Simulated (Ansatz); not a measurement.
# Match the results to the functionals

MgS in space group Fm-3m was relaxed by PAW and its dielectric response and Born charges by linear response (direction means) computed by PAW on Ansatz 0.2.0's default frozen-core files (fitted under PBE), scalar-relativistic, once under each of LDA, PBEsol, r²SCAN.

```json
{"quantity": "volume (Å³/atom)", "A": "16.86", "B": "17.61", "C": "17.39"}
{"quantity": "cell", "A": "a = 5.128 Å", "B": "a = 5.203 Å", "C": "a = 5.182 Å"}
{"quantity": "ε∞", "A": "5.59", "B": "4.90", "C": "5.53"}
{"quantity": "largest |Z*|", "A": "2.29 e", "B": "2.31 e", "C": "2.31 e"}
{"quantity": "ε₀", "A": "14.3", "B": "14.5", "C": "14.8"}
```

Which column belongs to which functional?

A is LDA, B is r²SCAN, C is PBEsol. The volumes rise from LDA over PBEsol to r²SCAN here. LDA's overbinding makes it the smallest as a rule; the order of the other two is common but has exceptions.

Settings: (A) k mesh 8×8×8, fixed occupations, cutoff 420 eV. (B) k mesh 6×6×6, fixed occupations, cutoff 500 eV. (C) k mesh 8×8×8, fixed occupations, cutoff 420 eV.

Limits of these numbers: frozen-core PAW files fitted under PBE, their cores solved anew for the functional of the run; zone-boundary modes aren't tested; field response not resolved by the mesh (r²SCAN).
